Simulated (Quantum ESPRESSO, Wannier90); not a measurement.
# HgTe (P3₁21): Wannier90 run

```
begin unit_cell_cart
ang
    4.6554398676    0.0000000000    0.0000000000
   -2.3277199338    4.0317291911    0.0000000000
    0.0000000000    0.0000000000   10.4231900000
end unit_cell_cart
begin atoms_frac
Hg   0.3161400000  0.3161400000  0.0000000000
Hg  -0.3161400000  0.0000000000  0.3333333333
Hg   0.0000000000 -0.3161400000 -0.3333333333
Te   0.4855700000  0.4855700000  0.5000000000
Te  -0.4855700000  0.0000000000 -0.1666666667
Te   0.0000000000 -0.4855700000  0.1666666667
end atoms_frac
```

Structure: Materials Project mp-358, symmetrised, not relaxed again. Not found in the COD (Crystallography Open Database) copy used, which has the formula in other groups; not checked further. Level: PBEsol, no spin polarisation, no spin-orbit coupling; pw.x of Quantum ESPRESSO at 66 Ry with PseudoDojo potentials, 4×4×4 k-points, Wannier90. Density: 12×12×4 mesh, cold smearing 0.01 Ry. The cell is built of weakly bound layers, chains or molecules. Database cells relaxed without dispersion often hold them too far apart, which can enlarge gaps and weakens couplings between them; spacing and stacking were not compared with the measured crystal. Spin-orbit coupling is left out although heavy elements are present.

Bands 28-30,46-54 form an isolated set from -11.90 to 0.00 eV relative to the valence-band maximum (on the path) and are turned into 12 Wannier functions by minimising the spread from the start: sp3 on Te. Bands 31–45 (Hg 5d 94 %) lie between the kept ones and are excluded.

Centres (Cartesian, Å; one of the equivalent choices) and spreads:

| n | x | y | z | spread (Å²) | nearest atom |
|---|---|---|---|---|---|
| 1 | 1.964 | 2.433 | 5.918 | 3.931 | Te4 |
| 2 | 1.474 | 1.607 | 4.891 | 3.500 | Te4 |
| 3 | 1.125 | 2.918 | 4.505 | 3.931 | Te4 |
| 4 | 0.655 | 2.079 | 5.532 | 3.498 | Te4 |
| 5 | -3.089 | -0.485 | -2.443 | 3.931 | Te5 |
| 6 | -3.089 | 0.485 | -1.031 | 3.931 | Te5 |
| 7 | -2.128 | 0.473 | -2.057 | 3.498 | Te5 |
| 8 | -2.128 | -0.473 | -1.417 | 3.498 | Te5 |
| 9 | 1.474 | -1.607 | 2.057 | 3.500 | Te6 |
| 10 | 1.964 | -2.433 | 1.031 | 3.931 | Te6 |
| 11 | 0.655 | -2.079 | 1.417 | 3.498 | Te6 |
| 12 | 1.125 | -2.918 | 2.443 | 3.931 | Te6 |

Ω_I = 41.86 Å², Ω_total = 44.58 Å²; the interpolated bands follow pw.x to 32 meV rms on the path. It is the lowest total spread that any start reached here.
